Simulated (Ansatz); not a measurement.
Q: Zr (hcp (Mg type), P6_3/mmc) is relaxed with plane-wave PAW LDA (Ansatz code). What lattice parameters of the conventional cell result?

A: a = 3.143 Å, c = 5.092 Å.

Its a lies over 2 % below tabulated measurements.

Symmetry was held in the LDA relaxation. No spin polarisation was allowed. Axis ratios of metals converge slowly with the k-mesh, so a and c are less sure than the volume.

Potentials: the earlier of the program's two PAW sets.
